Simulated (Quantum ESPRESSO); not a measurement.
**Kohn-Sham bands of NaI (rock salt)**

```
CELL_PARAMETERS angstrom
      0.00000     3.21866     3.21866
      3.21866     0.00000     3.21866
      3.21866     3.21866     0.00000
ATOMIC_POSITIONS crystal
  Na 0.00000 0.00000 0.00000
  I  0.50000 0.50000 0.50000
```

Cell from Materials Project (mp-23268), symmetrised, no further relaxation. COD (Crystallography Open Database) has an entry of this formula and space group (matched by these alone). Method: PBEsol plane waves in Quantum ESPRESSO 7.5 (PseudoDojo norm-conserving files, 71 Ry, no spin polarisation, no spin-orbit coupling), Bloch states on a 8×8×8 mesh through Γ, Wannier90 4.0.1. Density: 8×8×8 mesh, cold smearing 0.01 Ry. Spin-orbit coupling is left out although heavy elements are present.

Energies are relative to the valence-band maximum; weights are on the orthonormalised atomic waves of the pseudopotential files, averaged over the group. 16 electrons a cell are treated as valence.

```
bands  from (eV)  to (eV)  filling  weight on atomic waves
-----  ---------  -------  -------  ----------------------
1         -50.20   -50.20   filled                     [?]
2–4       -22.29   -22.28   filled                     [?]
5         -11.11   -10.69   filled                     [?]
6–8        -2.27     0.00   filled                     [?]
```

Q: Which atomic shells make up each group?

A: 
- 1, weight on atomic waves: Na 2s 100 %
- 2–4, weight on atomic waves: Na 2p 100 %
- 5, weight on atomic waves: I 5s 93 %, Na 3s 7 %
- 6–8, weight on atomic waves: I 5p 94 %, Na 3s 4 %

The Kohn-Sham gap over both meshes and the path is 3.55 eV.
